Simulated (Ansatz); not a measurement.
### Question
In (body-centred tetragonal, space group No. 139) is relaxed with DFT-r²SCAN in the program Ansatz with PAW potentials. What lattice parameters of the conventional cell result?

### Answer
a = 3.221 Å, c = 5.053 Å.

Space group I4/mmm (body-centred tetragonal). The cell was relaxed with r²SCAN under the symmetry of its start. Axis ratios of metals converge slowly with the k-mesh, so a and c are less sure than the volume.

Potentials: the earlier of the program's two PAW sets.
